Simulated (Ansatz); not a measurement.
## GaP (F-43m): G0W0 and the choice of datasets

```
Ga P
1.0
     0.00000    2.72550    2.72550
     2.72550    0.00000    2.72550
     2.72550    2.72550    0.00000
Ga P
1 1
Cartesian
  0.0000 0.0000 0.0000
  1.3628 1.3628 1.3628
```

Held fixed (Ansatz):

```
orbitals            : PBE
k mesh              : 6×6×6
empty bands         : 399
response cutoff     : 180 eV
frequencies         : plasmon pole, fitted at the program's default frequency
q → 0 term          : analytic weight of Carrier, Rohra and Görling
points solved       : Γ, L, X
band sums           : cut at the band count
spin-orbit coupling : off
```

The gap is read from Γ to X, linearised, between the Kohn-Sham band edges among the points solved. The direct gap is read between the top filled and lowest empty Kohn-Sham band at Γ. ε∞ is the electronic dielectric constant on this mesh.

```tsv
datasets, wave cutoff	KS gap (eV)	G0W0 gap (eV)	direct at Γ (eV)	ε∞
hard PAW, 700 eV	1.65	?	?	?
hand-made PAW, 1020 eV	1.65	2.14	2.66	12.2
soft PAW (1st gen.), 420 eV	1.65	2.14	2.65	12.2
norm-conserving, 1088.46 eV	1.65	2.19	2.27	12.3
```

**Question.** Fill in the row for hard PAW, 700 eV.

**Answer.** G0W0 gap 2.14 eV, direct at Γ 2.67 eV, ε∞ 12.2.

Soft PAW datasets can miss an all-electron G0W0 gap by more than 5 %. With norm-conserving pseudopotentials the core–valence exchange is only approximate, which can shift gaps by tenths of an eV and RPA lattice constants by most of a per cent. Band sums or response are cut, so the gap isn't at its basis limit. Filled d shells converge slowest, and with PAW files the limit can differ from the all-electron one by tenths of an eV. The gap is read among the points solved; the crystal's band edges can lie elsewhere. Meshes this coarse can overestimate the dielectric constant by a tenth and more.
